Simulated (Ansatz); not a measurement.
Below is a relaxed structure of Cu4O. The cell was found from a structure generator's guess, not taken from experiment.

Method: Ansatz 0.2.0, DFT PBE, scalar-relativistic, plane waves, PAW. Cutoff 420 eV, Γ-centred mesh, Gaussian smearing, no spin polarisation.

```
CELL_PARAMETERS angstrom
3.96145 0.00000 0.00000
0.00000 3.96145 0.00000
0.00000 0.00000 3.96145
ATOMIC_POSITIONS crystal
Cu 0.50000 0.50000 0.50000
Cu 0.50000 0.00000 0.00000
Cu 0.00000 0.50000 0.00000
Cu 0.00000 0.00000 0.50000
O 0.00000 0.00000 0.00000
```

The zero of energy is the elements' standard structures at the same level (O₂ as a molecule); no fitted shifts are applied.

Q: What space group does it have?

A: Pm-3m (No. 221). Conventional cell: a = 3.961 Å. Cu on a site of symmetry m-3m is surrounded by 12 Cu at 2.80 Å; around Cu on a site of symmetry 4/mmm lie 2 O at 1.98 Å and 12 Cu at 2.80 Å; O has 6 Cu at 1.98 Å.

Q: How far does it lie from the elements in energy?

A: +0.10 eV/atom. It can't be a ground state, since the elements alone are lower.

Q: Is it a metal?

A: Yes, bands cross the Fermi level on the 10×10×10 mesh.

The last run used a 10×10×10 mesh for its 5-atom cell and Gaussian smearing of 0.10 eV. No Hubbard U is applied to the 3d shell of Cu. A structure relaxed within its symmetry needn't be a true minimum.
